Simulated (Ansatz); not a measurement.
**Question.** ZrMo (rock salt, Fm-3m) is relaxed with PBE (plane waves, PAW; program Ansatz). What lattice parameters of the conventional cell result?

**Answer.** a = 5.496 Å.

The start of the workflow was typed in or built on a structure type; neither database checked (COD, Materials Project) lists it. Its standing as an ambient phase is unchecked. The cell was relaxed with PBE under the symmetry of its start; its stability against distortions is not shown here. The run is not spin-polarised. Its formation energy is positive at this level, so the cell may be metastable or incomplete.

Potentials: the earlier of the program's two PAW sets.
